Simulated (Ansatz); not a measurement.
Here is the system:

TiSi₂:
```
CELL_PARAMETERS angstrom
      1.77313    -6.78185     0.00000
      1.77313     6.78185     0.00000
      0.00000     0.00000     3.57945
ATOMIC_POSITIONS crystal
  Ti 0.89686 0.10314 0.75000
  Ti 0.10314 0.89686 0.25000
  Si 0.55920 0.44080 0.75000
  Si 0.44080 0.55920 0.25000
  Si 0.24970 0.75030 0.75000
  Si 0.75030 0.24970 0.25000
```

This is the PBE-relaxed structure. x, y and z are the axes in which the lattice vectors are written.

Task: All from PBE in the plane-wave PAW code Ansatz, unless another level is named. Predict the Poisson's ratio.

Result: 0.18.

Task: Give the highest zone-centre frequency.

Result: 453 cm⁻¹.

Task: Predict the elastic constants (relaxed ions, GPa).

Result: C11 = 264, C22 = 191, C33 = 301, C12 = 61.7, C13 = 101, C23 = 59.3, C44 = 119, C55 = 134, C66 = 110.

Space group Cmcm. Symmetry was held in the PBE relaxation; of distortions, only those at the zone centre were tested. The run is not spin-polarised. As this level gives no gap, shear constants depend on the k-mesh and smearing (Fermi–Dirac, 0.1 eV here). As this level gives no gap, phonon frequencies hold no LO–TO term and depend on the k-mesh and smearing (Fermi–Dirac, 0.1 eV here).

Potentials: the later of the program's two PAW sets.
